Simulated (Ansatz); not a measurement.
Single point in Ansatz 0.2.0 with r2SCAN, no spin polarisation. Cutoff 500 eV, PAW datasets, 8×8×9 Γ-centred k mesh, fermi-dirac filling (width 0.1 eV).

Computed maps in the lattice plane spanned by b (left to right, 3.82 Å, 12 points from zero) and c (bottom to top, 3.61 Å, 11 points from zero), 90° apart, at height 0.000 along a. The fields are smooth PAW ones with compensation charges, not the true ones near nuclei.

Valence density. Digits on a logarithmic scale: 0 up to 0.03 e/Å³, each further digit a factor of 1.6, 9 from 1.3 e/Å³ up:
```
997689998679
975468986457
775445554457
997533333579
999532223599
999532223599
997533333579
775445554457
975468986457
997689998679
999699999699
```

Q: The cell is NaAuO3. Which atoms lie within 0.2 Å of this plane, and where (fractions of b and c)?

A: Na at (0.00, 0.00), O at (0.00, 0.50), O at (0.50, 0.00). The whole cell:
```
Na Au O
1.0
     2.56216    2.83842    0.00000
     2.56216   -2.83842    0.00000
     0.00000    0.00000   -3.60930
Na Au O
1 1 3
Direct
  0.00000 0.00000 0.00000
  0.50000 0.50000 0.50000
  0.00000 0.00000 0.50000
  0.50000 0.00000 0.00000
  0.00000 0.50000 0.00000
```

Origin: a known structure type with other elements, at an estimated volume, so it need not be a known compound. Caveats: many states at the Fermi level without spin polarisation, so a magnetic state may lie lower; atoms or cell far from equilibrium.
